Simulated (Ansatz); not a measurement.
# Trends among crystals of one structure type (Fm-3m)

All 3 crystals share space group Fm-3m (No. 225) and the same kinds of sites, 1 atom in the primitive cell. They are database entries and needn't be the stable phases. The set is a selection: crystals with an unstable lattice, a very soft shear in a metal or doubtful stress slopes were left out. Cells are relaxed by PAW under the functional.

Quantity: elastic moduli (Hill averages, relaxed ions; θ_D from sound speeds over directions). Level: PBEsol, PAW on Ansatz 0.2.0's default frozen-core files (fitted under PBE), scalar-relativistic.

| crystal | cell (conventional) | k mesh | smearing (eV) | B (GPa) | G (GPa) | C11 (GPa) | C44 (GPa) | ν | θ_D (K) |
| --- | --- | --- | --- | --- | --- | --- | --- | --- | --- |
| Cu | a = 3.563 Å | 28×28×28 | 0.05 | 169 | 66.0 | 214 | 102 | 0.327 | 388 |
| Pt | a = 3.920 Å | 24×24×24 | 0.10 | 286 | 72.5 | 358 | 88.2 | 0.383 | 249 |
| Rh | a = 3.782 Å | 28×28×28 | 0.10 | ? | ? | ? | ? | ? | ? |

**Question.** What did the calculation give for Rh?

**Answer.** B = 293 GPa, G = 172 GPa, C11 = 465 GPa, C44 = 209 GPa, ν = 0.255, θ_D = 510 K.

Limits of these numbers: frozen-core PAW files fitted under PBE, their cores solved anew for the functional of the run; responses of metals move with mesh and smearing; no spin-orbit coupling on heavy atoms (Pt).
